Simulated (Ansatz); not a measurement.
SnO$_{2}$ (I4_1/amd), an elastic constant from a strain scan

Theory: Ansatz 0.2.0, DFT LDA, scalar-relativistic, plane waves, PAW. The runs took a 420 eV cutoff, a Γ-centred 10×10×10 mesh and Gaussian smearing (0.05 eV). No spin polarisation. Energies are free energies at this smearing, counted from the undisturbed cell; pressure is positive in compression.

The undisturbed cell (relaxed at this level; this form isn't the usual structure):

```xyz
6
Lattice="-1.9861 1.9861 5.0902 1.9861 -1.9861 5.0902 1.9861 1.9861 -5.0902" Properties=species:S:1:pos:R:3 pbc="T T T"
Sn    0.0000    1.9861    2.5451
Sn    0.0000    0.0000    0.0000
O     0.0000    0.0000    8.1137
O     0.0000    1.9861    4.6117
O     0.0000    0.0000    2.0666
O     0.0000    1.9861    0.4785
```

The cell is strained by ε times the Voigt pattern (0, 0, 1, 0, 0, 0) (xx, yy, zz, yz, xz, xy; engineering shear) with fractional coordinates fixed. The cell holds 6 atoms in V0 = 80.32 Å³. The stress column is τ = (1/V0) dE/dε, got from the stress tensor σ (compression positive) at each point as −det(1 + εP) σ : P(1 + εP)⁻¹, with P the pattern as a tensor.

| ε | ΔE (meV/atom) | τ (GPa) |
| --- | --- | --- |
| -0.0200 | 6.925 | -8.604 |
| -0.0150 | 3.807 | -6.266 |
| -0.0100 | 1.669 | -4.055 |
| -0.0050 | 0.407 | -1.964 |
| 0.0000 | 0.000 | 0.010 |
| 0.0050 | 0.386 | 1.873 |
| 0.0100 | 1.552 | 3.631 |
| 0.0150 | 3.427 | 5.288 |
| 0.0175 | 4.620 | 6.079 |
| 0.0200 | ? | ? |

Q: Which combination of elastic constants does this scan measure, and how large is it?

A: For small ε, τ = τ0 + Kε with K = pᵀCp, which for this pattern is C33 in the Cartesian frame shown. The parabola through τ at ε = -0.0050, 0 and 0.0050 has slope K = 384 GPa at zero. The energies per cell, E = NΔE, of the same two points give K = 2[E(ε₊)/ε₊ − E(ε₋)/ε₋]/[(ε₊ − ε₋)V0] = 380 GPa, in agreement. These are clamped-ion values.

Q: Predict the withheld row at ε = 0.0200 from the harmonic law, and compare.

A: ΔE = V0(τ0 ε + Kε²/2)/N = 6.429 meV/atom and τ = 7.68 GPa. The calculation gives 5.933 meV/atom and 6.85 GPa: the energy lies 8 % below the harmonic value, as bonds soften when stretched.

Forces appear on the atoms along this scan, and letting them relax would lower the energy and soften the response.